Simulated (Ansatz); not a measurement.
## Fields on a plane of GaAs (zinc blende)

```
CELL_PARAMETERS angstrom
      0.00000     2.82951     2.82951
      2.82951     0.00000     2.82951
      2.82951     2.82951     0.00000
ATOMIC_POSITIONS crystal
  As 0.75000 0.75000 0.75000
  Ga 0.00000 0.00000 0.00000
```

The slice is a {110} plane (indices of the conventional cell) through the point (0.000, 0.000, 0.000) (fractional), spanned by u = [100] and v = [1 -1 -1] in vectors of this cell: u (4.00 Å) and v (5.66 Å, at 90° to u). It covers one period; positions are fractions (u, v).

Atoms on it: As at (0.50, 0.25); Ga at (0.00, 0.00).

All values below come from PBEsol (plane waves to 420 eV, PAW, scalar-relativistic; Ansatz, a program for electronic structure). k mesh 10×10×10. Near the nuclei the fields are pseudised (PAW); where an atom keeps semicore shells as valence, they peak there. GaAs was relaxed with its symmetry unable to fall.

```
|xxxxxx046788887640xxxxx|
|xxxxxx146888888641xxxxx|
|xxxxx03578899887530xxxx|
|xxxxx14678999987641xxxx|
|xxx014678999999876410xx|
|00134678899999988764310|
|44566788999999998876654|
|67778889999999999888777|
|88888999999999999998888|
|89999999999999999999999|
|99999999999999999999999|
|99999999999999999999999|
|99999999999999999999999|
|99999999999889999999999|
|99999999888888889999999|
|99999998877777788999999|
|99999887655445567889999|
|99999875420000245789999|
|999987530xxxxxx03578999|
|99987630xxxxxxxx0367899|
|9998740xxxxxxxxxx047899|
|8887630xxxxxxxxxx036788|
|887752xxxxxxxxxxxx25778|
|666651xxxxxxxxxxxx15666|
|445541xxxxxxxxxxxx14554|
|0012310xxxxxxxxxx013210|
|xxx0010xxxxxxxxxx0110xx|
|xxxxx000xxxxxxxx000xxxx|
|xxxxx0110xxxxxx0110xxxx|
|xxxxxx023200002320xxxxx|
|xxxxxx034544445430xxxxx|
|xxxxxx035677776530xxxxx|
```
Scale: ten equal steps from -3.00 (start of '0') to 5.95 (end of '9'), in the order '0123456789'. Values: electrostatic potential energy of an electron, from the cell's mean, in eV. The map has 23 points along u (one character each, u = 0 at the left) and 32 along v (v = 0 in the bottom row). Points within 1 Å of a nucleus are blanked (x), as the pseudised field means little there. Values under -3 eV are set to -3. The zero, the cell's mean, hangs on the PAW cores.

```
v \ u  0.00  0.09  0.17  0.26  0.35  0.43  0.52  0.61  0.70  0.78  0.87  0.96
-----  ----  ----  ----  ----  ----  ----  ----  ----  ----  ----  ----  ----
0.88   0.21  0.25  0.25  0.24  0.14  0.06  0.05  0.09  0.20  0.24  0.26  0.23
0.75   0.26  0.23  0.16  0.08  0.03  0.01  0.01  0.02  0.05  0.12  0.20  0.25
0.62   0.04  0.04  0.03  0.02  0.03  0.04  0.05  0.04  0.03  0.03  0.03  0.04
0.50   0.01  0.02  0.05  0.16  0.34  0.48  0.50  0.42  0.25  0.09  0.03  0.01
0.38   0.04  0.10  0.34  0.54  0.61  0.61  0.59  0.62  0.58  0.47  0.20  0.05
0.25   0.26  0.38  0.64  0.67  0.51     x     x     x  0.64  0.68  0.52  0.29
0.12   0.21  0.26  0.40  0.75  0.74  0.63  0.59  0.68  0.77  0.59  0.30  0.23
0.00      x     x  0.21  0.31  0.51  0.52  0.51  0.52  0.42  0.27  0.09     x
```

Values: electron localisation function (ELF). Points within 0.5 Å of a nucleus are blanked (x), as the pseudised field means little there.

The density on the As–Ga line (2.45 Å) at its density minimum, 1.3 Å from As is 0.48 e/Å³ and the ELF at that point comes out as 0.6. ELF maximum in the middle third of the As–Ga line: 0.78, 1.1 Å from As.
